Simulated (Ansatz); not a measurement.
NbAg (rock salt, space group No. 225) at seven volumes, the program Ansatz at the r²SCAN level (PAW), scaled uniformly. One row is withheld.

```json
[
 {"V (Å³/atom)": "18.179", "P (GPa)": "15.15"},
 {"V (Å³/atom)": "18.778", "P (GPa)": "9.22"},
 {"V (Å³/atom)": "19.378", "P (GPa)": "4.22"},
 {"V (Å³/atom)": "19.977", "P (GPa)": "0.00"},
 {"V (Å³/atom)": "20.576", "P (GPa)": "?"},
 {"V (Å³/atom)": "21.175", "P (GPa)": "-6.54"},
 {"V (Å³/atom)": "21.775", "P (GPa)": "-9.04"}
]
```

Fit the shown pressures and predict the withheld one.

Third-order Birch–Murnaghan: P = (3/2)B₀(x^(7/2) − x^(5/2))[1 + (3/4)(B′ − 4)(x − 1)] with x = (V₀/V)^(2/3). Least squares on the six rows gives V₀ = 19.978 Å³/atom, B₀ = 128.6 GPa, B′ = 4.70. At V = 20.576, x = 0.9805 and P = -3.54 GPa. The run itself gave -3.55 GPa.

Space group Fm-3m (rock salt). The start of the workflow was typed in or built on a structure type; neither database checked (COD, Materials Project) lists it. Whether it is the stable phase at ambient conditions was not checked. Symmetry was held in the r²SCAN relaxation. At this level the phase is mechanically unstable. The run is not spin-polarised. Its formation energy is positive at this level, so the cell may be metastable or incomplete.

Potentials: the later of the program's two PAW sets.
